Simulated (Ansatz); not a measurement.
BN:
```yaml
crystal:
  lattice:
    - [0.00000, 1.80286, 1.80286]
    - [1.80286, 0.00000, 1.80286]
    - [1.80286, 1.80286, 0.00000]
  atoms:
    - { symbol: N, position: [0.75000, 0.75000, 0.75000] }
    - { symbol: B, position: [0.00000, 0.00000, 0.00000] }
```

Relaxed with PBEsol. Special points in fractions of this cell's reciprocal vectors: Γ (0.000, 0.000, 0.000); X (0.500, 0.000, 0.500); U (0.625, 0.250, 0.625); K (0.375, 0.375, 0.750); L (0.500, 0.500, 0.500); W (0.500, 0.250, 0.750).

Question: List the band energies nearest the valence-band maximum at these points for PBEsol in the plane-wave PAW code Ansatz.

Answer: In eV from the valence-band maximum; about four levels below and three above (degenerate sets whole), none deeper than 8.9 eV; … stands for higher levels left out; points with the same levels are listed once.

| k | below | above |
|---|---|---|
| Γ | 0.00 0.00 0.00 | … |
| X | -4.98 -4.98 | 4.30 9.15 … |
| U | -8.20 -7.81 -4.14 | 6.78 12.84 … |
| L | -1.96 -1.96 | 10.18 … |
| W | -7.63 -7.10 -6.64 | 9.48 13.33 … |

Space group F-43m (zinc blende). The PBEsol relaxation kept the symmetry of its start.

Potentials: the later of the program's two PAW sets.
